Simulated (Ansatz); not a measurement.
**ZnS with Mg replacing Zn: do the settings matter for the field gradients?**

Cell: a supercell of ZnS (space group P6_3mc) built from an entry of the Crystallography Open Database (COD), with all atoms left at the host's positions.

```cif
data_MgZn15S16
_symmetry_space_group_name_H-M 'P3m1'
_symmetry_Int_Tables_number 156
_cell_length_a 7.6454
_cell_length_b 7.6454
_cell_length_c 12.5200
_cell_angle_alpha 90.000
_cell_angle_beta 90.000
_cell_angle_gamma 120.000
loop_
_atom_site_label
_atom_site_type_symbol
_atom_site_symmetry_multiplicity
_atom_site_Wyckoff_symbol
_atom_site_fract_x
_atom_site_fract_y
_atom_site_fract_z
Zn1 Zn 3 d 0.8333 0.6667 0.0000
Zn3 Zn 1 b 0.3333 0.6667 0.0000
Zn5 Zn 3 d 0.8333 0.6667 0.5000
Zn7 Zn 1 b 0.3333 0.6667 0.5000
Mg Mg 1 a 0.0000 0.0000 0.2500
Zn10 Zn 3 d 0.0000 0.5000 0.2500
Zn13 Zn 3 d 0.1667 0.8333 0.7500
Zn16 Zn 1 c 0.6667 0.3333 0.7500
S17 S 3 d 0.8333 0.6667 0.1875
S19 S 1 b 0.3333 0.6667 0.1875
S21 S 3 d 0.8333 0.6667 0.6875
S23 S 1 b 0.3333 0.6667 0.6875
S25 S 1 a 0.0000 0.0000 0.4375
S26 S 3 d 0.0000 0.5000 0.4375
S29 S 3 d 0.1667 0.8333 0.9375
S32 S 1 c 0.6667 0.3333 0.9375
```

One atom of each set is listed.

Reference run. Method: Kohn–Sham DFT in Ansatz, PBE, plane waves and PAW, scalar-relativistic, 420 eV cutoff, Γ-centred 3×3×2 k-points, Fermi–Dirac smearing 0.01 eV.

Q: The input is changed as follows: `scf.occupations.width`: 0.01 → 0.3. What happens to V_zz (10²¹ V/m²) and η?

A: 

| site | V_zz reference | η reference | V_zz changed | η changed |
| --- | --- | --- | --- | --- |
| Zn1 | 0.20 | 0.44 | 0.20 | 0.44 |
| Zn3 | 0.22 | 0.00 | 0.22 | 0.00 |
| Zn5 | 0.13 | 0.13 | 0.13 | 0.13 |
| Mg | 0.016 | 0.00 | 0.016 | 0.00 |
| S17 | -4.80 | 0.04 | -4.80 | 0.04 |
| S19 | 0.12 | 0.00 | 0.12 | 0.00 |
| S21 | 0.14 | 0.55 | 0.14 | 0.58 |
| S23 | 0.17 | 0.00 | 0.16 | 0.00 |
| S25 | -4.44 | 0.00 | -4.44 | 0.00 |
| S26 | 0.22 | 0.06 | 0.21 | 0.06 |
| S29 | 0.22 | 0.25 | 0.21 | 0.25 |
| S32 | 0.12 | 0.00 | 0.12 | 0.00 |

No V_zz moves by more than 0.01. The table leaves out 4 of the 16 sites, with |V_zz| up to 0.18; their tensors move by 0.01 at most along any direction. The statements above cover all sites. SCF iterations: 8 and 8. In the changed run the smearing of 0.30 eV is wide against a gap of 2.2 eV, yet the gradients stay close to the reference.

On the reference run: The defect repeats with the cell of 32 atoms, so it feels its images: sites between two images don't show the values beside a lone defect, and zeros or small values of η there can come from the images' arrangement. S and Zn carry a gradient in the pure host already, so the values there aren't the defect's effect alone. The neighbours have not yet relaxed around the defect (largest force 0.74 eV/Å), so a real crystal will differ.
